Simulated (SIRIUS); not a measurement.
Consider a self-consistent single point of HfN (Fm-3m, 2 atoms in the cell; from Materials Project mp-2828, changed as shown).

```
HfN
1.0
    0.00000     2.22537     2.22537
    2.22537     0.00000     2.22537
    2.22537     2.22537     0.00000
Hf N
1 1
Direct
  0.00000   0.00000   0.00000
  0.50000   0.50000   0.50000
```

Level of theory: PBE, SSSP 1.1.2 efficiency PBE pseudopotentials (plane waves; SIRIUS).

SIRIUS settings:

- parameters.ngridk: 13 13 13
- parameters.xc_functionals: [XC_GGA_X_PBE, XC_GGA_C_PBE]
- parameters.gk_cutoff: 8.062 1/bohr
- parameters.pw_cutoff: 25.496 1/bohr
- parameters.shiftk: 1 1 1
- parameters.smearing: fermi_dirac
- parameters.smearing_width: 0.00367493 Ha
- potentials: SSSP 1.1.2 efficiency PBE pseudopotentials
- parameters.electronic_structure_method: pseudopotential
- parameters.num_bands: 13
- parameters.num_mag_dims: 0
- parameters.num_dft_iter: 100
- parameters.energy_tol: 1e-07 Ha
- parameters.density_tol: 1e-06
- mixer.type: broyden2
- mixer.beta: 0.3
- mixer.use_hartree: false

Results:

```
Item                                                      Value
------------------------------------------------  -------------
Number of valence electrons                                  17
Number of bands                                              13
Number of k-points after the program's reduction            231
Number of plane waves (most at a k-point)                  1333
Number of SCF iterations                                     22
FFT grid                                           54 × 54 × 54
Free energy E − TS                                -1813.1665 eV
Fermi level (on the code's own zero)                   19.66 eV
Pressure                                              18.85 GPa
```

Stress (GPa, positive for compression):
```
18.85   0.00   0.00
 0.00  18.85   0.00
 0.00   0.00  18.85
```

For comparison: a first run was changed to give this one (volume scaled by 0.96), and from it to this one the free energy rises by 35.3 meV/atom and the pressure goes from 5.89 to 18.85 GPa.

The structure comes from a collection of computed structures, made at another level of theory; the collection holds predicted forms beside known ones.

Cost on one core: roughly 80 core-seconds.
